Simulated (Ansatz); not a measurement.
SnGe:
Space group P4₂/mmc (No. 131); a = b = 4.022 Å, c = 7.465 Å, α = β = γ = 90.00°

| atom | site | symmetry | x | y | z |
|---|---|---|---|---|---|
| Sn | 2c | mmm. | 0.0000 | 0.5000 | 0.0000 |
| Ge | 2e | -4m2 | 0.0000 | 0.0000 | 0.2500 |

This is the PBE-relaxed structure.

### Question
All from PBE (plane waves, PAW; program Ansatz), unless another level is named. Predict the electronic character.

### Answer
metallic (no gap).

### Question
Give the density of states at the Fermi level.

### Answer
0.51 states/eV per atom (mean over ±0.08 eV).

### Question
Predict the formation energy from the elements (no fitted shifts).

### Answer
0.40 eV/atom.

Space group P4_2/mmc. A made-up cell: these elements were put on the sites of a structure type; neither database checked (COD, Materials Project) lists it. Its standing as an ambient phase is unchecked. Symmetry was held in the PBE relaxation; its stability against distortions is not shown here. The references are the lowest solids computed at this level, not always the standard phases. Spin–orbit coupling is left out wherever it is not named.

Potentials: the later of the program's two PAW sets.
